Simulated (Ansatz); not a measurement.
An Ansatz (a first-principles code) run. Input:

Ansatz 0.2 input:
```yaml
crystal:
  lattice:
    - [0.0, 2.5974870383, 2.5974870383]
    - [2.5974870383, 0.0, 2.5974870383]
    - [2.5974870383, 2.5974870383, 0.0]
  atoms:
    - { symbol: Sr, position: [0.0, 0.0, 0.0] }
    - { symbol: O, position: [0.5, 0.5, 0.5] }
kpoints:
  mp_grid: { grid: [9, 9, 9] }
hamiltonian:
  xc: pbe
  pseudopotentials: { kind: paw }
scf:
  occupations: { method: fixed }
phonons:
  method: dfpt
  response_accuracy: low
  eigenvectors: true
  rigid_motions: translations
  dielectric: true
  raman: true
```

Output (shortened):

```
Pseudopotential: Sr, paw, valence charge 10
Pseudopotential: O, paw, valence charge 6
Functional definition: PBE
Crystal: 2 atoms, lattice volume = 35.050 Å³
Basis set: ecut = 420 eV, 701 PW (Γ), exchange–correlation on 50×50×50 points (8 copies of the dense FFT grid, shifted against one another)
Bands: 12, of which v1, the nominal top of the filled ones, is band 8 counted from 1 (7 counted from 0)
Symmetry: 48 space group operations
k-points: 75 of 729 (irreducible under 8 space group operations, time reversal used)
SCF iter   1: F=—  HF=-4114.628282 eV  |F-HF|=—  |Δ(HF+E_count)|=         —  Δρ=3.67e-4  dr2=1.09e-5  ethr=1.77e-3  ⟨swp⟩=5.9  Hψ=5805  notcnv=0  defer=134
preconditioner: auto → none
SCF iter   2: F=—  HF=-4114.628718 eV  |F-HF|=—  |Δ(HF+E_count)|=   4.36e-4  Δρ=2.62e-4  dr2=1.66e-5  ethr=6.81e-8  ⟨swp⟩=4.0  Hψ=3068  notcnv=0  defer=148
SCF iter   3: F=—  HF=-4114.628782 eV  |F-HF|=—  |Δ(HF+E_count)|=   6.45e-5  Δρ=3.45e-4  dr2=3.43e-5  ethr=6.81e-8  ⟨swp⟩=2.4  Hψ=1453  notcnv=0  defer=143
SCF iter   4: F=—  HF=-4114.628780 eV  |F-HF|=—  |Δ(HF+E_count)|=   1.96e-6  Δρ=1.03e-4  dr2=2.98e-6  ethr=6.81e-8  ⟨swp⟩=2.0  Hψ=1125  notcnv=0  defer=124
SCF iter   5: F=—  HF=-4114.628782 eV  |F-HF|=—  |Δ(HF+E_count)|=   2.24e-6  Δρ=1.76e-5  dr2=1.02e-7  ethr=1.86e-8  ⟨swp⟩=2.0  Hψ=1123  notcnv=0  defer=19
SCF iter   6: F=—  HF=-4114.628784 eV  |F-HF|=—  |Δ(HF+E_count)|=   2.15e-6  Δρ=9.19e-6  dr2=2.92e-8  ethr=6.40e-10  ⟨swp⟩=1.3  Hψ=976  notcnv=0  defer=2
SCF iter   7: F=—  HF=-4114.628784 eV  |F-HF|=—  |Δ(HF+E_count)|=   4.33e-9  Δρ=4.01e-6  dr2=5.36e-9  ethr=1.82e-10  ⟨swp⟩=1.6  Hψ=957  notcnv=0  defer=2
SCF iter   8: F=—  HF=-4114.628784 eV  |F-HF|=—  |Δ(HF+E_count)|=  7.87e-10  Δρ=1.60e-6  dr2=8.68e-10  ethr=3.35e-11  ⟨swp⟩=1.9  Hψ=1014  notcnv=0  defer=2
SCF iter   9: F=-4114.628784 eV  HF=-4114.628784 eV  |F-HF|=3.91e-11  |Δ(HF+E_count)|=  1.54e-10  Δρ=3.67e-7  dr2=4.41e-11  ethr=1.00e-12  ⟨swp⟩=8.0  Hψ=6286  notcnv=0
SCF 1 converged in 9 iterations: F = -4114.628784 eV  dr2 = 4.41e-11
NSCF: frozen V_eff on 5 k-points
DFPT response loops at Γ: preconditioner auto → none (the input reference at scf.mixing.eps_inf says where Resta's filter doesn't serve); β = 0.50 …
── the response to a field inside a basis, on 10×10×10 k-points: an SCF that follows is theirs, and a resumed run solves both again ──
Crystal: 2 atoms, lattice volume = 35.050 Å³
Bands: 9, of which v1, the nominal top of the filled ones, is band 8 counted from 1 (7 counted from 0)
k-points: 110 of 1000 (irreducible under 12 space group operations)
SCF iter   1: F=—  HF=-4114.630351 eV  |F-HF|=—  |Δ(HF+E_count)|=         —  Δρ=4.53e-4  dr2=1.17e-5  ethr=1.00e-1
preconditioner: auto → none
SCF iter   2: F=—  HF=-4114.630358 eV  |F-HF|=—  |Δ(HF+E_count)|=   6.82e-6  Δρ=2.22e-4  dr2=7.93e-6  ethr=7.28e-8
SCF iter   3: F=—  HF=-4114.630360 eV  |F-HF|=—  |Δ(HF+E_count)|=   2.29e-6  Δρ=1.64e-4  dr2=5.00e-6  ethr=4.96e-8
SCF iter   4: F=—  HF=-4114.630360 eV  |F-HF|=—  |Δ(HF+E_count)|=   3.71e-7  Δρ=1.40e-5  dr2=2.29e-8  ethr=3.12e-8
SCF iter   5: F=—  HF=-4114.630360 eV  |F-HF|=—  |Δ(HF+E_count)|=   1.75e-8  Δρ=1.27e-6  dr2=2.28e-10  ethr=1.43e-10
SCF iter   6: F=-4114.630360 eV  HF=-4114.630360 eV  |F-HF|=1.82e-12  |Δ(HF+E_count)|=  1.82e-10  Δρ=1.23e-7  dr2=2.76e-12  ethr=1.43e-12
SCF 1 converged in 6 iterations: F = -4114.630360 eV  dr2 = 2.76e-12
DFPT response loops at Γ: mixed as the last ones told, above
DFPT response loops at Γ: mixed as the last ones told, above
DFPT response loops at Γ: mixed as the last ones told, above
SCF converged after 9 iterations
Free energy (F): -4114.628784 eV
Harris-Foulkes:  -4114.628784 eV  (|F-HF|=3.91e-11)
Internal energy: -4114.628784 eV  (E = F + TS)
E sigma→0 (E₀):  -4114.628784 eV
Fermi energy:    7.605170 eV
--- Per-component energies (eV) ---
  E_band       = -63.934197
  E_kinetic    = 422.135250
  E_local      = -878.540880  (includes V_loc(G=0)·N_el)
  E_nonlocal   = 250.054635
  E_hartree    = 238.527006
  E_xc         = -249.122452
  E_vxc        = -258.823385  (∫ρ·V_xc dr)
  E_paw        = -2852.271898  (= ΣΔE_a)
  E_vpaw       = -75.816068  (= ΣTr[D̂ρ^β])
  E_aug_tail   = 0.002367  (compensation charges beyond the density's cutoff)
  E_ewald      = -1045.412810
  E_smearing   =  0.000000  (= −TS)
  E_closure    = 0.000000  (closes the sum)
  Σ components = -4114.628784   (vs F -4114.628784, Δ=0.00e0)
  [band-id]    e_kinetic+e_local+e_nonlocal+2·e_hartree+e_vxc+e_vpaw+e_augmentation_tail = -63.934071   (vs E_band -63.934197, Δ=1.26e-4)
--- Band table (eV; the first three rows and the last of 75) ---
  k-point 0: bands = ["-24.8129", "-7.4198", "-6.4823", "-6.4823", "-6.4823", "7.6052", "7.6052", "7.6052", "11.3951", "13.7945", "13.7945", "13.7945"]
  k-point 1: bands = ["-24.7990", "-7.7203", "-6.4913", "-6.4913", "-6.2172", "7.2465", "7.4597", "7.4597", "11.9495", "13.6596", "14.0261", "14.0261"]
  k-point 2: bands = ["-24.7635", "-8.2116", "-6.5141", "-6.5141", "-5.8161", "6.5462", "7.1226", "7.1226", "13.1900", "13.5714", "14.6710", "14.6710"]
  k-point 74: bands = ["-24.6581", "-8.1431", "-7.0378", "-7.0334", "-5.9054", "6.5237", "7.0634", "7.1842", "13.1337", "14.1036", "16.0886", "18.2534"]
--- Phonons (Γ-DFPT): 2 representative perturbations + reference, on 75 of 729 k-points (Σ response iterations 6) ---
  ASR residual: 3.956e-4 → 0.000e0 eV/Å²; symmetrization residual: 1.341e-5 eV/Å²
  ASR residual per site (eV/Å²): 1.59e-4 3.96e-4
  Γ frequencies (cm⁻¹): 0.00 0.00 0.00 189.35 189.35 189.35
  ε∞ (high-frequency dielectric tensor):
        3.787427     0.000000     0.000000
        0.000000     3.787427     0.000000
        0.000000     0.000000     3.787427
  ε⁰ (static dielectric tensor: ions relaxed, cell fixed):
       20.971170     0.000000     0.000000
        0.000000    20.971170     0.000000
        0.000000     0.000000    20.971170
  ε⁰ − ε∞ (ionic part):
       17.183743     0.000000     0.000000
        0.000000    17.183743     0.000000
        0.000000     0.000000    17.183743
  softest optical mode at Γ: 189.35 cm⁻¹; the repairs (sum rule, projections) moved no ω² at Γ by more than (2.84 cm⁻¹)²
  Born effective charges Z* (e; rows j = field, columns β = displacement):
    site 0:
         2.43666    0.00000    0.00000
         0.00000    2.43666    0.00000
         0.00000    0.00000    2.43666
    site 1:
        -2.43666    0.00000    0.00000
         0.00000   -2.43666    0.00000
         0.00000    0.00000   -2.43666
  Z* charge neutrality: 2.896e-6 e pre-enforcement
  k-mesh period / interband length: 33.1 Å / 1.53 Å = 21.61 at k = (0.0000, 0.0000, 0.0000), direct gap 3.790 eV — 14 or more, which is no proof of convergence
  Raman tensors (in the event stream and the table raman_tensors.tsv) …
  optical modes at Γ without the LO–TO term, one row a degenerate level:
      ω (cm⁻¹)  modes    IR ((D/Å)²/amu)  static Raman (Å⁴/amu)  depolarisation
        189.35      3            30.3750                 0.0000               —
  optical modes at Γ + LO–TO along q̂ = [1.0000, 0.0000, 0.0000]:
      ω (cm⁻¹)  modes    IR ((D/Å)²/amu)  static Raman (Å⁴/amu)  depolarisation
        189.35      2            20.2500                 0.0000               —
        445.57      1            10.1250                 0.0000               —
  optical modes at Γ + LO–TO along q̂ = [0.0000, 1.0000, 0.0000]:
      ω (cm⁻¹)  modes    IR ((D/Å)²/amu)  static Raman (Å⁴/amu)  depolarisation
        189.35      2            20.2500                 0.0000               —
        445.57      1            10.1250                 0.0000               —
  optical modes at Γ + LO–TO along q̂ = [0.0000, 0.0000, 1.0000]:
      ω (cm⁻¹)  modes    IR ((D/Å)²/amu)  static Raman (Å⁴/amu)  depolarisation
        189.35      2            20.2500                 0.0000               —
        445.57      1            10.1250                 0.0000               —
```

Cost: about 3 core-minutes (a rough figure) on shared cores.

Space group Fm-3m (rock salt). The cell was relaxed with PBE under the symmetry of its start; phonons on a q-mesh show no instability. Scalar-relativistic: spin–orbit coupling is off unless named, which matters more the heavier the elements.

Potentials: the later of the program's two PAW sets.

Ansatz is a plane-wave DFT program.
